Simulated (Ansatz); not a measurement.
Input and command of a plane-wave DFT calculation in Ansatz:

```yaml
crystal:
  lattice:
    - [2.6158797138, 0.0, 0.0]
    - [-1.3079398569, 2.2654182854, 0.0]
    - [0.0, 0.0, 6.9971906928]
  atoms:
    - { symbol: V, position: [0.6666666667, 0.3333333333, 0.302115518] }
    - { symbol: V, position: [0.3333333333, 0.6666666667, 0.697884482] }
    - { symbol: "N", position: [0.0, 0.0, 0.5] }
    - { symbol: "N", position: [0.0, 0.0, 0.1074399115] }
    - { symbol: "N", position: [0.0, 0.0, 0.8925600885] }
basis:
  ecutwfc: 420
kpoints:
  mp_grid: { grid: [24, 24, 10] }
hamiltonian:
  xc: pbesol
scf:
  occupations: { method: gaussian, width: 0.15 }
output:
  forces: true
  stress: true
  eigenvalues: true
```

```bash
ansatz run input.yaml --threads 1 --pin off --max-ram 2560MiB --backend cpu --events-out ev --progress --plain --runs-dir out
```

Processor: Oxide Virtual Turin-like Processor (Zen 5), 1 thread, on a host shared with other jobs.

How long does it run, and how much memory does it take?

About 18 s on 1 thread of Oxide Virtual Turin-like Processor (Zen 5), on a shared host, peak memory 0.73 GiB. It solves 26 bands at 558 k points (the mesh reduced by symmetry) with about 833 plane waves, in 7 SCF iterations.
